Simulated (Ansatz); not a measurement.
Ta₄N₃: work and stress of cleavage

These are results of DFT r2SCAN, scalar-relativistic, plane waves, PAW (Ansatz 0.2.0), not measurements. Cutoff 500 eV, Γ-centred 9×9×5 k-points, Gaussian smearing of 0.15 eV. Spin–orbit coupling is left out, which can shift energies with elements as heavy as these. No spin polarisation. Energies are free energies at this smearing, counted from the undisturbed cell; pressure is positive in compression.

Zero of the scan (relaxed at this level; it needn't be the usual structure):

```
Ta N
1.0
    -4.38018    0.00000    0.00000
     0.00000   -4.38018    0.00000
     0.00000    0.00000    8.57988
Ta N
8 6
Cartesian
  -2.1901 0.0000 7.5855
  0.0000 -2.1901 3.2955
  -2.1901 -2.1901 5.5964
  0.0000 0.0000 1.3065
  0.0000 -2.1901 7.5855
  -2.1901 0.0000 3.2955
  -2.1901 -2.1901 0.9946
  0.0000 0.0000 5.2846
  -2.1901 0.0000 5.4405
  0.0000 -2.1901 1.1506
  0.0000 0.0000 7.5855
  -2.1901 -2.1901 3.2955
  0.0000 -2.1901 5.4405
  -2.1901 0.0000 1.1506
```

The cut lies on the cell's a–b face, a (0 0 1) plane (indices in the standard cell, whose axes needn't be the Cartesian ones shown) of area 19.19 Å², between layers 1.99 Å apart. Vector c is lengthened by d along the normal with the atoms' Cartesian places fixed: one unrelaxed cut a cell. The traction is positive where the two halves pull on each other.

| d (Å) | energy (J/m²) | traction (GPa) |
| --- | --- | --- |
| -0.30 | 1.86 | -154.8 |
| 0.00 | 0.00 | 0.0 |
| 0.25 | 0.53 | 34.5 |
| 0.50 | 1.47 | 37.5 |
| 1.00 | 2.89 | 19.2 |
| 1.50 | 3.64 | 11.9 |
| 2.00 | 4.14 | 8.6 |
| 3.00 | 4.79 | 4.5 |
| 4.50 | 5.18 | 1.2 |
| 6.00 | 5.27 | 0.2 |

**Question.** What are the work of separation and the cleavage stress, and do they fit the universal binding curve?

**Answer.** The energy levels off near W ≈ 5.27 J/m² (the traction is down to 0.2 GPa), the energy of the two unrelaxed faces, 2.63 J/m² each on average. The largest sampled traction is 37.5 GPa at d = 0.50 Å, and a parabola through it and its two neighbours peaks at σ_max ≈ 37.6 GPa, d ≈ 0.47 Å. The curve E = W[1 − (1 + d/ℓ)exp(−d/ℓ)] peaks in traction at d = ℓ with σ_max = W/(eℓ); with 1 J/m² per Å = 10 GPa this W and σ_max give ℓ = 0.52 Å. A parabola through that curve at the same three d peaks at 0.60 Å, against 0.47 Å here, so the traction peaks closer in than on that curve. Real crystals break at far lower stress, because cracks concentrate it, and on the plane of lowest W, which needn't be this one.

The cut is rigid; relaxing the faces lowers these energies and usually the stresses.

In a metal these slopes depend on the k mesh and the smearing.

Cost: 10 runs of about 14 core-minutes in all, on Oxide Virtual Turin-like Processor (Zen 5) (shared hosts).